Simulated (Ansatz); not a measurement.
# Response of MgB2 to small distortions

```
Mg B
1.0
     3.08500    0.00000    0.00000
    -1.54250    2.67169    0.00000
     0.00000    0.00000    3.52300
Mg B
1 2
Cartesian
  0.0000 0.0000 0.0000
  0.0000 1.7811 1.7615
  1.5425 0.8906 1.7615
```

Atoms are numbered in the order listed.

The geometry is COD entry 1000026, unchecked; take it as a test cell.

These are results of DFT, LDA, PAW with Ansatz's default frozen-core files, scalar-relativistic (Ansatz 0.2.0), not measurements.

Numerical set-up: a Γ-centred 15×15×12 k mesh, Fermi–Dirac smearing of 0.05 eV, cutoff 420 eV, no spin polarisation; the PAW files were made with PBE, and the program remakes their frozen cores for this functional.

The unchanged cell is at -7.60 GPa.

In a metal, stresses and small energies carry noise from the k mesh.

x, y and z are the Cartesian axes of the cell as listed; fractional coordinates follow a strain, and an engineering shear is twice the off-diagonal strain component.

Q: With this change (equal xy, yz and zx engineering shear strains of -2 %), what becomes of the energy and stress and forces?

A: Energy change +3.6 meV/atom; stress change (xx, yy, zz, yz, xz, xy) 0.17, 0.07, 0.21, 1.28, 1.27, 3.67 GPa, compression positive; change of the force on B3 (-0.046, 0.002, 0.004) eV/Å.

Q: With this change (equal xy, yz and zx engineering shear strains of -1 %), what becomes of the energy and stress and forces?

A: Energy change +0.9 meV/atom; stress change (xx, yy, zz, yz, xz, xy) 0.04, 0.02, 0.05, 0.61, 0.61, 1.81 GPa, compression positive; change of the force on B3 (-0.024, 0.001, 0.001) eV/Å.

With equal xy, yz and zx engineering shear strains of +1 %: energy change +0.9 meV/atom; stress change (xx, yy, zz, yz, xz, xy) 0.06, 0.03, 0.03, -0.58, -0.58, -1.78 GPa, compression positive; change of the force on B2 (-0.029, -0.001, -0.001) eV/Å.

With equal xy, yz and zx engineering shear strains of +2 %: energy change +3.4 meV/atom; stress change (xx, yy, zz, yz, xz, xy) 0.22, 0.11, 0.11, -1.20, -1.20, -3.57 GPa, compression positive; change of the force on B2 (-0.061, -0.002, -0.004) eV/Å.
